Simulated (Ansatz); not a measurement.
Geometry optimisation in Ansatz: input, command and trajectory.

```yaml
crystal:
  lattice:
    - [4.088733111, 0.0, 0.0]
    - [-2.0443665555, 3.5409467434, 0.0]
    - [0.0, 0.0, 4.4147450534]
  atoms:
    - { symbol: Rh, position: [0.3333333333, 0.6666666667, 0.5] }
    - { symbol: Rh, position: [0.6666666667, 0.3333333333, 0.5] }
    - { symbol: I, position: [0.0, 0.0, 0.0] }
basis:
  ecutwfc: 420
kpoints:
  mp_grid: { grid: [6, 6, 4] }
hamiltonian:
  xc: pbe
scf:
  occupations: { method: gaussian, width: 0.1 }
  lower_state_search: "off"
output:
  forces: true
  stress: true
  eigenvalues: true
relax:
  adjacent_minimum: "off"
  f_tol: 0.04
  max_steps: 70
  cell: { stress_tol: 0.4 }
```

```bash
ansatz run input.yaml --threads 1 --pin off --max-ram 2560MiB --backend cpu --events-out ev --progress --plain --runs-dir out
```

All numbers below come from DFT PBE, scalar-relativistic, plane waves, PAW in Ansatz.

Of 10 frames 10 are shown, positions in Å and forces in eV/Å; the SCF threshold varies from step to step. Steps run on the plane waves of an earlier cell, with a Pulay correction in the pressure. The basis is chosen afresh for the last frame, the zero of the energies, and at times for earlier ones too; energy and pressure step there, also at an unchanged geometry.

```xyz
3
Lattice="4.0887 0.0000 0.0000 -2.0444 3.5409 0.0000 0.0000 0.0000 4.4147" Properties=species:S:1:pos:R:3:forces:R:3 pbc="T T T" step=1 free_energy_over_end_meV_per_atom=121.34 pressure_GPa=4.07
Rh    0.0000    2.3606    2.2074    0.0000    0.0000    0.0000
Rh    2.0444    1.1803    2.2074    0.0000    0.0000    0.0000
I     0.0000    0.0000    0.0000    0.0000    0.0000    0.0000
3
Lattice="4.2071 0.0000 0.0000 -2.1036 3.6435 0.0000 0.0000 0.0000 4.1994" Properties=species:S:1:pos:R:3:forces:R:3 pbc="T T T" step=2 free_energy_over_end_meV_per_atom=72.48 pressure_GPa=-0.74
Rh    0.0000    2.4290    2.0997    0.0000    0.0000    0.0000
Rh    2.1036    1.2145    2.0997    0.0000    0.0000    0.0000
I     0.0000    0.0000    0.0000    0.0000    0.0000    0.0000
3
Lattice="4.2293 0.0000 0.0000 -2.1147 3.6627 0.0000 0.0000 0.0000 3.9858" Properties=species:S:1:pos:R:3:forces:R:3 pbc="T T T" step=3 free_energy_over_end_meV_per_atom=58.54 pressure_GPa=0.52
Rh    0.0000    2.4418    1.9929    0.0000    0.0000    0.0000
Rh    2.1147    1.2209    1.9929    0.0000    0.0000    0.0000
I     0.0000    0.0000    0.0000    0.0000    0.0000    0.0000
3
Lattice="4.2783 0.0000 0.0000 -2.1391 3.7051 0.0000 0.0000 0.0000 3.7702" Properties=species:S:1:pos:R:3:forces:R:3 pbc="T T T" step=4 free_energy_over_end_meV_per_atom=46.97 pressure_GPa=0.51
Rh    0.0000    2.4701    1.8851    0.0000    0.0000    0.0000
Rh    2.1391    1.2350    1.8851    0.0000    0.0000    0.0000
I     0.0000    0.0000    0.0000    0.0000    0.0000    0.0000
3
Lattice="4.3372 0.0000 0.0000 -2.1686 3.7561 0.0000 0.0000 0.0000 3.5564" Properties=species:S:1:pos:R:3:forces:R:3 pbc="T T T" step=5 free_energy_over_end_meV_per_atom=28.44 pressure_GPa=0.14
Rh    0.0000    2.5041    1.7782    0.0000    0.0000    0.0000
Rh    2.1686    1.2520    1.7782    0.0000    0.0000    0.0000
I     0.0000    0.0000    0.0000    0.0000    0.0000    0.0000
3
Lattice="4.4009 0.0000 0.0000 -2.2004 3.8113 0.0000 0.0000 0.0000 3.3416" Properties=species:S:1:pos:R:3:forces:R:3 pbc="T T T" step=6 free_energy_over_end_meV_per_atom=8.59 pressure_GPa=0.48
Rh    0.0000    2.5409    1.6708    0.0000    0.0000    0.0000
Rh    2.2004    1.2704    1.6708    0.0000    0.0000    0.0000
I     0.0000    0.0000    0.0000    0.0000    0.0000    0.0000
3
Lattice="4.4764 0.0000 0.0000 -2.2382 3.8767 0.0000 0.0000 0.0000 3.1263" Properties=species:S:1:pos:R:3:forces:R:3 pbc="T T T" step=7 free_energy_over_end_meV_per_atom=2.70 pressure_GPa=1.09
Rh    0.0000    2.5845    1.5632    0.0000    0.0000    0.0000
Rh    2.2382    1.2922    1.5632    0.0000    0.0000    0.0000
I     0.0000    0.0000    0.0000    0.0000    0.0000    0.0000
3
Lattice="4.4534 0.0000 0.0000 -2.2267 3.8567 0.0000 0.0000 0.0000 3.2352" Properties=species:S:1:pos:R:3:forces:R:3 pbc="T T T" step=8 free_energy_over_end_meV_per_atom=1.92 pressure_GPa=-0.45
Rh    0.0000    2.5712    1.6176    0.0000    0.0000    0.0000
Rh    2.2267    1.2856    1.6176    0.0000    0.0000    0.0000
I     0.0000    0.0000    0.0000    0.0000    0.0000    0.0000
3
Lattice="4.4671 0.0000 0.0000 -2.2336 3.8687 0.0000 0.0000 0.0000 3.1832" Properties=species:S:1:pos:R:3:forces:R:3 pbc="T T T" step=9 free_energy_over_end_meV_per_atom=0.76 pressure_GPa=0.02
Rh    0.0000    2.5791    1.5916    0.0000    0.0000    0.0000
Rh    2.2336    1.2896    1.5916    0.0000    0.0000    0.0000
I     0.0000    0.0000    0.0000    0.0000    0.0000    0.0000
3
Lattice="4.4671 0.0000 0.0000 -2.2336 3.8687 0.0000 0.0000 0.0000 3.1832" Properties=species:S:1:pos:R:3:forces:R:3 pbc="T T T" step=10 free_energy_over_end_meV_per_atom=0.00 pressure_GPa=0.11
Rh    0.0000    2.5791    1.5916    0.0000    0.0000    0.0000
Rh    2.2336    1.2896    1.5916    0.0000    0.0000    0.0000
I     0.0000    0.0000    0.0000    0.0000    0.0000    0.0000
```

The start puts this composition into another compound's structure type, which needn't suit it. At the end the space group is P6/mmm (tolerance 0.05 Å).

It took 20 s on 1 thread of Intel(R) Xeon(R) Platinum 8375C CPU @ 2.90GHz (Ice Lake) (shared host), peak memory 0.41 GiB.

The k mesh is coarse. Spin polarisation was left out, and a magnetic state may lie lower.